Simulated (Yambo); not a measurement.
NaAuO2 (space group C2/m, No. 12), G0W0@LDA in Yambo with this input:

```
rim_cut
gw0
dyson
el_el_corr
HF_and_locXC
ppa
em1d
RandQpts= 1000000
RandGvec= 1 Ry
EXXRLvcs= 88 Ry
VXCRLvcs= 352 Ry
Chimod= "HARTREE"
% BndsRnXp
 6 | 107 |
%
NGsBlkXp= 8 Ry
% LongDrXp
 1.0 | 1.0 | 1.0 |
%
PPAPntXp= 27.2114 eV
% GbndRnge
 1 | 107 |
%
GTermKind= "BG"
DysSolver= "n"
ExtendOut
```

On a 4×4×2 mesh, with wavefunctions cut at 88 Ry, the gap ((0.25, -0.25, 0) → (0, 0.25, -0.5)) is 3.386 eV and the valence edge shifts by -0.696 eV.

What happens with this change: exchange cut at 10 Ry?

The gap rises by 0.365 eV, to 3.751 eV; the shift of the valence edge becomes 1.152 eV. Neither run is shown to be the converged limit. The mesh misses a band edge: along a dense path the LDA gap is 1.29 eV against 1.48 eV on the mesh.

Spin-orbit coupling is not included.

Geometry relaxed with LDA; primitive cell a = b = 3.532 Å, c = 6.013 Å, α = β = 115.65°, γ = 50.01°.

The structure is a Materials Project entry; no match was found in the copy of COD used, and its stability was not checked.

A shift is the quasiparticle energy of the state minus its LDA energy.
